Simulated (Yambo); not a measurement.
Absorption of Ba2CaMoO6 (space group Fm-3m, No. 225) with and without the electron-hole interaction (Yambo, PBEsol bands; 4×4×4 mesh, 16 valence and 6 conduction bands, static screening with 96 bands and a 3 Ry block, scissor 1.46 eV, Tamm-Dancoff; field along x).

```csv
E (eV),"Im ε, BSE","Im ε, independent quasiparticles"
1.70,0.06,0.06
1.80,0.07,0.06
1.90,0.07,0.07
2.00,0.08,0.07
2.10,0.09,0.08
2.20,0.10,0.08
2.30,0.11,0.09
2.40,0.12,0.10
2.50,0.14,0.10
2.60,0.17,0.11
2.70,0.21,0.13
2.80,0.27,0.14
2.90,0.37,0.16
3.00,0.56,0.17
3.10,0.94,0.20
3.20,1.58,0.23
3.30,1.62,0.27
3.40,1.19,0.32
3.50,1.12,0.40
3.60,1.29,0.51
3.70,1.45,0.71
3.80,1.75,1.07
3.90,2.04,1.72
4.00,2.14,2.27
4.10,2.39,2.34
4.20,2.40,2.28
4.30,2.14,2.73
4.40,1.89,3.91
4.50,1.88,4.83
4.60,1.69,4.81
4.70,1.49,5.53
4.80,1.51,6.76
4.90,1.65,7.15
5.00,1.79,6.32
5.10,1.96,6.06
5.20,2.00,6.15
5.30,1.77,6.06
5.40,1.58,5.30
5.50,1.50,4.78
5.60,1.61,4.35
5.70,2.06,3.72
5.80,2.95,3.25
5.90,4.29,2.74
6.00,5.27,2.39
6.10,4.43,2.33
6.20,3.09,1.97
6.30,2.37,1.49
6.40,2.45,1.18
6.50,2.99,1.02
6.60,3.07,0.93
6.70,2.50,0.81
6.80,2.22,0.74
6.90,2.37,0.75
7.00,2.88,0.79
7.10,3.46,0.77
7.20,3.34,0.84
7.30,3.46,0.99
```

The scissor comes from a G0W0 run whose convergence isn't established. Broadening 0.15 eV. The band window holds all transitions up to 7.4 eV. Fine structure above the onset can come from the mesh.

Spin-orbit splittings are left out.

Geometry of the Materials Project entry, not relaxed at this level; primitive cell a = b = c = 6.011 Å, α = β = γ = 60.00°.
